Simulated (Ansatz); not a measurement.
# Is this Al2GaP3 structure a true minimum?

It was reached by relaxing an invented guess, and it needn't be the stable form of this composition.

Theory: Ansatz, DFT PBE, scalar-relativistic, plane waves, PAW. Plane waves to 420 eV, a k mesh through Γ of 12×12×4 on the computed 6-atom cell and Gaussian smearing (0.02 eV); no spin polarisation.

The cell below (6 atoms, space group P3m1 (No. 156)) is relaxed within its symmetry.

```xyz
6
Lattice="3.8949 0.0000 0.0000 -1.9474 3.3730 0.0000 0.0000 0.0000 9.5377" Properties=species:S:1:pos:R:3 pbc="T T T"
Al    0.0000    2.2487    3.1775
Al    1.9474    1.1243    6.3572
Ga    0.0000    0.0000    9.5391
P     0.0000    0.0000    2.3896
P     1.9474    1.1243    8.7383
P     0.0000    2.2487    5.5648
```

For the test a repeat of it with 12 atoms (edges 3.89, 3.89, 19.08 Å) was strained at random (σ = 1.5 % a component), the atoms were moved at random (σ = 0.10 Å), and all was relaxed again on a coarse 6×6×1 mesh (in the run’s order of axes) with 0.10 eV smearing, with no symmetry imposed.

**Question.** What happens?

**Answer.** It returns, within 1 meV/atom of the unmoved cell on that mesh and with the same symmetry when read at 0.1 Å (Cc at 0.01 Å, so small strains and shifts remain). So it is stable against the distortions that fit this cell and that this random move excites. Modes that don't fit the cell aren't tested.
